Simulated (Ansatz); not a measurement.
# Zone-centre modes in SiC

These are results of Ansatz, DFT LDA, scalar-relativistic, plane waves, PAW, not measurements. Cutoff 420 eV, Γ-centred 12×12×6 k-points, Gaussian smearing of 0.05 eV. No spin polarisation.

The undisturbed cell (as given, not relaxed at this level):

```yaml
crystal:
  lattice:
    - [3.07600, 0.00000, 0.00000]
    - [-1.53800, 2.66389, 0.00000]
    - [0.00000, 0.00000, 5.04800]
  atoms:
    - { symbol: Si, position: [0.33333, 0.66667, 0.00000] }
    - { symbol: Si, position: [0.66667, 0.33333, 0.50000] }
    - { symbol: C, position: [0.33333, 0.66667, 0.38500] }
    - { symbol: C, position: [0.66667, 0.33333, 0.88500] }
```

Harmonic modes by finite displacements of 0.02 Å, without the LO–TO term.

At this geometry, is the structure stable against these modes?

Yes: no mode is imaginary beyond 10 cm⁻¹, and only the three translations lie near zero.

List the wavenumbers in cm⁻¹.

0, 0, 0, 262, 262, 551, 677, 782, 786, 786, 819, 819.

Cost: 1 run of about 0.93 core-minutes, on Intel Xeon Platinum 8259CL (Skylake/Cascade Lake) (shared hosts).